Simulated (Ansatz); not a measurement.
This cell of AlN (wurtzite) is off equilibrium:

```
AlN
1.0
    3.11382     0.00000     0.00000
   -1.55691     2.69665     0.00000
    0.00000     0.00000     4.98358
Al N
2 2
Cartesian
  0.00000   1.79777   4.96567
  1.32191   1.13388   2.47388
  0.00000   1.79777   1.88575
  1.55691   0.89888   4.37754
```

Calculation: PBEsol (plane waves to 420 eV, PAW, scalar-relativistic; Ansatz, a program for electronic structure). k mesh 10×10×6 (Γ-centred), Fermi-Dirac smearing 0.05 eV. Energies are smeared free energies. Stress and pressure are positive under compression. AlN was relaxed with its symmetry unable to fall.

Task: Predict the force on every atom, in eV/Å.

Result: 
```
atom      Fx      Fy      Fz
----  ------  ------  ------
Al1   -0.231   0.143   0.157
Al2    7.627  -4.410   2.363
N3    -7.046   3.922  -2.249
N4    -0.351   0.344  -0.270
```

Task: What is the stress tensor (GPa)?

Result: 
```
   23.9    -14.1     13.1
  -14.1      1.1     -6.4
   13.1     -6.4      3.8
```
The pressure, a third of the trace, is 9.6 GPa.

Task: In it atom 2 sits (-0.235, 0.235, 0.000) Å away from its relaxed site. What is its energy relative to the relaxed cell?

Result: 1185 meV/cell.

(A displaced cell: forces are minus the slopes of the energy, force constants its curvatures, and phonons follow from these.)
